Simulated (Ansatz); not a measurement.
A distorted cell of MgS (rock salt):

```xyz
2
Lattice="0.0000 2.6358 2.6358 2.6358 0.0000 2.6358 2.6358 2.6358 0.0000" Properties=species:S:1:pos:R:3 pbc="T T T"
S      0.0000     0.0000     0.0000
Mg     2.6358     2.6358     2.6358
```

The numbers are results of r2SCAN (plane waves to 500 eV, PAW, scalar-relativistic; Ansatz, a first-principles code), not measurements. k mesh 11×11×11 (Γ-centred), Fermi-Dirac smearing 0.05 eV. The energy includes the smearing's −TS. Compression counts positive. MgS was relaxed with its symmetry unable to fall.

What is the stress tensor (GPa)?


```
   -2.9      0.0      0.0
    0.0     -2.9      0.0
    0.0      0.0     -2.9
```
The pressure, a third of the trace, is -2.9 GPa.

It is the relaxed cell deformed to V/V₀ = 1.040, (c/a)/(c/a)₀ = 1.000, c along z, fractional positions held. What is its energy relative to the relaxed cell?

6.6 meV/atom.

(A scan under strain: stresses follow from slopes of the energy per volume, elastic moduli from its curvatures.)
